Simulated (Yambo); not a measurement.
G0W0@PBEsol for SrHI (space group P4/nmm, No. 129) in Yambo. Reference settings: 2×2×1 Γ-centred k mesh, 230 bands and a 7 Ry block in the screening, 230 bands in G with the Bruneval-Gonze terminator, plasmon pole fitted at 27.2 eV. The PBEsol gap X → M on this mesh is 3.45 eV; G0W0 gaps are taken between the same points.

The settings were changed. The gap went from 4.98 eV to 4.96 eV, and the shift of the valence edge from -1.00 eV to -0.90 eV.

### Question
Which change was made?
(A) 145 bands in W, 145 bands in G
(B) 1 Ry block
(C) 81 bands in W, 81 bands in G
(D) no random integration

### Answer
A, 145 bands in W, 145 bands in G. The others gave (gap, valence shift): 1 Ry block: 4.78, -0.49 eV; no random integration: 4.91, -0.77 eV; 81 bands in W, 81 bands in G: 4.95, -0.70 eV.

Spin-orbit coupling is not included.

Geometry relaxed with PBE+D3(BJ); primitive cell a = 4.2912 Å, b = 4.2912 Å, c = 8.1904 Å, α = 90.00°, β = 90.00°, γ = 90.00°.

A shift is the quasiparticle energy of the state minus its PBEsol energy.
